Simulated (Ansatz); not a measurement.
**Computed properties of YS**

YS:
```
YS
1.0
    0.00000     2.76280     2.76280
    2.76280     0.00000     2.76280
    2.76280     2.76280     0.00000
Y S
1 1
Direct
  0.50000   0.50000   0.50000
  0.00000   0.00000   0.00000
```

Space group Fm-3m (No. 225), rock salt; conventional cell a = 5.5256 Å, b = 5.5256 Å, c = 5.5256 Å, α = 90.00°, β = 90.00°, γ = 90.00°.

Method: DFT-r²SCAN in the program Ansatz with PAW potentials. Geometry: relaxed at this level of theory. Other levels are named where they apply.

### Cell and energy

- Volume per atom: 21.09 Å³
- Density: 4.76 g/cm³
- Formation energy from the elements (no fitted shifts): -2.29 eV/atom

### Electronic structure

* **Electronic character**: metallic (no gap)
* **Density of states at the Fermi level**: 0.45 states/eV per atom (mean over ±0.08 eV)
* **Gap with spin–orbit coupling**: none (metallic)

### Mechanics

Bulk modulus (Birch–Murnaghan fit): 99.5 GPa
Pressure derivative B′: 4.3

### Charges

Bader charges: Y +1.73, S -1.73 e

The workflow started from an entry of the Crystallography Open Database (COD). Its standing as an ambient phase is unchecked. The cell was relaxed with r²SCAN under the symmetry of its start; whether a distortion lowers the energy is not shown. The run is not spin-polarised. With an odd number of electrons in the cell and no spin polarisation, the count alone makes it a metal. The references are the lowest solids computed at this level, not always the standard phases. Scalar-relativistic: spin–orbit coupling is off unless named, which matters more the heavier the elements.

Potentials: the later of the program's two PAW sets.
